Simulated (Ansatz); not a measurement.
# HgPt: stiffness from a series of strains

```yaml
crystal:
  lattice:
    - [2.97100, 0.00000, 0.00000]
    - [0.00000, 2.97100, 0.00000]
    - [0.00000, 0.00000, 3.82500]
  atoms:
    - { symbol: Hg, position: [0.00000, 0.00000, 0.00000] }
    - { symbol: Pt, position: [0.50000, 0.50000, 0.50000] }
```

Atoms are numbered in the order listed.

The cell is COD entry 1523215, as deposited and not checked against the literature; nothing was relaxed.

No spin–orbit coupling, which matters for the heavy atoms here.

These are results of DFT, LDA, all-electron LAPW, scalar-relativistic (Ansatz 0.2.0), not measurements.

Sampling and basis: a Γ-centred 12×12×10 k mesh, Fermi–Dirac smearing of 0.03 eV, basis error target 0.5 meV/atom, no spin polarisation.

The strain is applied along the Cartesian axes of the cell as listed (the other components stay zero). Fractional coordinates are held (clamped ions).

σ is the change of stress from the unstrained cell, which is at -1.65 GPa; tension is positive, so slopes are stress–strain coefficients at that pressure. In a metal the k mesh adds noise.

Only quantities that a quadratic follows smoothly over the whole series are listed; rougher ones are left out.

```
εxx = εyy  σzz (GPa)  σxx (GPa)
  -0.0200      -7.72      -8.75
   0.0000       0.00       0.00
   0.0100       3.31       3.56
   0.0200       6.10       6.78
```

Problem. Fit the series and read off the stiffness at zero strain.

Solution. Least-squares fits y = p0 + p1 x + p2 x² to the rows give σzz (GPa): p1 = 346, p2 = -2100; σxx (GPa): p1 = 388, p2 = -2400. So C13 + C23 = 346 GPa and C11 + C12 = 388 GPa, for these axes.

Problem. One run, at εxx = εyy = -0.0100, is withheld. Predict its row.

Solution. The fits give -3.64, -4.15; the run gave -3.71, -4.06.
